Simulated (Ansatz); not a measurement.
Consider the following.

Mo:
```
CELL_PARAMETERS angstrom
     -1.57522     1.57522     1.57522
      1.57522    -1.57522     1.57522
      1.57522     1.57522    -1.57522
ATOMIC_POSITIONS crystal
  Mo 0.00000 0.00000 0.00000
```

This is the r²SCAN-relaxed structure.

**Question.** All from DFT-r²SCAN in the program Ansatz with PAW potentials, unless another level is named. Give the bulk modulus (Birch–Murnaghan fit).

**Answer.** 271 GPa.

**Question.** And the elastic constants (relaxed ions, GPa)?

**Answer.** C11 = 493, C12 = 162, C44 = 106.

Space group Im-3m (bcc (W type)). Symmetry was held in the r²SCAN relaxation. No spin polarisation was allowed. As this level gives no gap, shear constants depend on the k-mesh and smearing (Fermi–Dirac, 0.1 eV here).

Potentials: the later of the program's two PAW sets.
